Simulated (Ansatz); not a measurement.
**Compressing CaNi$_{2}$: a fit and a missing row**

CaNi$_{2}$, Fd-3m, a = 7.115 Å. The structure is a Materials Project entry; whether it is the stable form wasn't checked. Ansatz: r2SCAN, PAW, 500 eV, Γ-centred 10×10×10 mesh on 6 atoms, Gaussian smearing 0.10 eV; no spin polarisation. Symmetry fixes shape and atoms, so the cell is only scaled; pressure is positive in compression.

```
V (Å³/atom) P (GPa)
     13.207        ?
     13.657    11.82
     14.107     7.23
     14.558     3.32
     15.008     0.00
     15.458    -2.83
     15.908    -5.24
     16.509    -7.90
```

Q: Take V0 = 15.008 Å³/atom, fit the third-order Birch–Murnaghan form to the other rows, and predict the missing pressure.

A: With the Eulerian strain f = ½[(V0/V)^(2/3) − 1] and y = P/[3f(1 + 2f)^(5/2)], the form is the line y = B0 + 1.5 B0 (B0′ − 4) f. Rows (f, y): 0.03245, 103.8; 0.02107, 103.2; 0.01025, 102.6; -0.00975, 101.6; -0.01904, 101.1; -0.03079, 100.3. Means f = 0.0006983, y = 102.10; Σ(Δf)² = 0.003005, ΣΔfΔy = 0.1628; the slope is their ratio. y = 102.1 + 54.18 f GPa, so B0 = 102.1 GPa and B0′ = 4 + 2 × (54.18)/(3 × 102.1) = 4.35. At V = 13.207, f = 0.04448, y = 104.51 and P = 17.26 GPa. The run gave 17.24 GPa, so the fit is 0.02 GPa too high, a small miss on the scale of the series.

Spin polarisation was left out, and a magnetic state may lie lower.